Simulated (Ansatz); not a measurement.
**SiO2 under strain — 17O nuclear quadrupole resonance**

Cell: a COD entry, relaxed with PBE at fixed cell and then changed (z compressed by 3 %, ions relaxed).

```yaml
crystal:
  lattice:
    - [4.16670, 0.00000, 0.00000]
    - [0.00000, 4.16670, 0.00000]
    - [0.00000, 0.00000, 2.58457]
  atoms:
    - { symbol: Si, position: [0.00000, 0.00000, 0.00000] }
    - { symbol: Si, position: [0.50000, 0.50000, 0.50000] }
    - { symbol: O, position: [0.30489, 0.30489, 0.00000] }
    - { symbol: O, position: [0.19511, 0.80489, 0.50000] }
    - { symbol: O, position: [0.69511, 0.69511, 0.00000] }
    - { symbol: O, position: [0.80489, 0.19511, 0.50000] }
```

Atoms are numbered from 1 in the order listed; like atoms form one site, named after its first atom.

Computed with Ansatz: DFT, PBE, plane waves and PAW, scalar-relativistic, 420 eV cutoff, Γ-centred 7×7×11 k-points, Fermi–Dirac smearing 0.02 eV.

17O: I = 5/2, Q = -25.58 mb (year-2017 value). Static lattice, zero field.

(1) The simulated lines lie at 1.07, 1.95 MHz. What are |C_Q|, η and |V_zz| at O?

Answers

(1) For I = 5/2 and η = 0 the lines are 3|C_Q|/20 and twice that; η pulls their ratio below 2. Here |C_Q| = 6.59 MHz, η = 0.28 and |V_zz| = 10.65 × 10²¹ V/m². The calculation gives V_zz negative; the lines don't show the sign. The site has 3 Si at 1.73–1.80 Å.

At O V_zz stands upright on the plane through its three neighbours (within 1°).

At this changed cell the PBE pressure is 25 GPa.
